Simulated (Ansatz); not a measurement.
W:
```
CELL_PARAMETERS angstrom
      9.74654     0.00000     0.00000
      0.00000     9.74654     0.00000
      0.00000     0.00000     5.11264
ATOMIC_POSITIONS crystal
  W  0.46668 0.86947 0.00000
  W  0.53332 0.13053 0.00000
  W  0.63053 0.96668 0.50000
  W  0.36947 0.03332 0.50000
  W  0.96668 0.63053 0.50000
  W  0.03332 0.36947 0.50000
  W  0.13053 0.53332 0.00000
  W  0.86947 0.46668 0.00000
  W  0.75823 0.43820 0.50000
  W  0.24177 0.56180 0.50000
  W  0.06180 0.25823 0.00000
  W  0.93820 0.74177 0.00000
  W  0.25823 0.06180 0.00000
  W  0.74177 0.93820 0.00000
  W  0.56180 0.24177 0.50000
  W  0.43820 0.75823 0.50000
  W  0.81296 0.18704 0.74885
  W  0.18704 0.81296 0.25115
  W  0.31296 0.31296 0.24885
  W  0.68704 0.68704 0.75115
  W  0.18704 0.81296 0.74885
  W  0.81296 0.18704 0.25115
  W  0.68704 0.68704 0.24885
  W  0.31296 0.31296 0.75115
  W  0.39957 0.60043 0.00000
  W  0.60043 0.39957 0.00000
  W  0.89957 0.89957 0.50000
  W  0.10043 0.10043 0.50000
  W  0.00000 0.00000 0.00000
  W  0.50000 0.50000 0.50000
```

This is the r²SCAN-relaxed structure.

### Question
All from DFT-r²SCAN in the program Ansatz with PAW potentials, unless another level is named. Estimate the density of states at the Fermi level.

### Answer
0.56 states/eV per atom (mean over ±0.08 eV).

### Question
Give the gap with spin–orbit coupling.

### Answer
none (metallic).

Space group P4_2/mnm. The start of the workflow was typed in or built on a structure type; neither database checked (COD, Materials Project) lists it. It is not the phase usual at ambient conditions (space group No. 229). Symmetry was held in the r²SCAN relaxation; whether a distortion lowers the energy is not shown. The run is not spin-polarised. Spin–orbit coupling is left out wherever it is not named.

Potentials: the later of the program's two PAW sets.
